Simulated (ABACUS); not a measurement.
A self-consistent single point of C (P1, 8 atoms in the cell; from Materials Project mp-568286, changed as shown).

```
CELL_PARAMETERS angstrom
      2.44948     0.00000     0.00000
      0.00000     4.24811     0.00000
      0.00000     0.00000     7.03614
ATOMIC_POSITIONS crystal
  C  0.48157 0.41197 0.75688
  C  0.01943 0.07907 0.24838
  C  0.50151 0.09091 0.75525
  C  0.99567 0.41313 0.24595
  C  0.01070 0.92415 0.75715
  C  0.49518 0.58964 0.24608
  C  0.99731 0.57339 0.75186
  C  0.49862 0.91773 0.23846
```

Level of theory: ABACUS with LDA (PW92), numerical atomic orbitals TZDP (confined pseudo-atomic orbitals with Gaussian additions; energy shift 0.01 Ry), PseudoDojo 0.4 standard norm-conserving LDA (tails mended) pseudopotentials.

ABACUS settings:

```
key                                                                   value
---------------  ----------------------------------------------------------
basis                  TZDP numerical atomic orbitals, energy shift 0.01 Ry
KPT                                                      Gamma 14 8 6 0 0 0
basis_type                                                             lcao
dft_functional                                                        PWLDA
ecutwfc                                                              100 Ry
smearing_method                                                          fd
smearing_sigma                                                0.00734986 Ry
potentials       PseudoDojo 0.4 standard norm-conserving LDA (tails mended)
symmetry                                                                  1
symmetry_prec                                                         1e-05
ks_solver                                                           genelpa
scf_nmax                                                                100
scf_thr                                                             1.0e-07
mixing_type                                                           pulay
```

Results:

- Number of valence electrons = 32
- Number of bands = 26
- Number of k-points after the program's reduction = 340
- Size of the basis = 176
- Number of SCF iterations = 12
- Free energy E − TS = -1310.9431 eV
- Pressure = 4.91 GPa
- Largest force (vector length) = 3.921 eV/Å

Forces (eV/Å):
```tsv
atom	Fx	Fy	Fz
C1	2.405	1.733	-0.375
C2	-3.249	1.448	-0.706
C3	0.753	-2.711	0.234
C4	0.479	1.270	0.199
C5	-1.373	-2.472	-0.387
C6	0.042	-2.395	-0.355
C7	-1.781	3.451	0.542
C8	2.725	-0.324	0.849
```

Stress (GPa, positive for compression):
```
 9.54  -2.94  -0.33
-2.94   9.26  -0.12
-0.33  -0.12  -4.07
```

For comparison: a first run was changed to give this one (atoms moved at random), and from it to this one the free energy rises by 52.3 meV/atom, the pressure goes from 3.72 to 4.91 GPa and the largest force goes from 0.124 to 3.921 eV/Å.

The atom-centred basis is finite, which shifts total energies, pressures and forces against plane waves. Forces above 1 eV/Å remain at this geometry, of which the finite basis can carry a part. The structure comes from a collection of computed structures, made at another level of theory; the collection holds predicted forms beside known ones.

Cost on one core: roughly 60 core-seconds.

The atomic orbitals were generated for these runs; they are not ABACUS's published sets and were checked against plane waves on a few crystals only.

“Tails mended”: in these copies of the files the far tail of each local potential was reset to the Coulomb form.
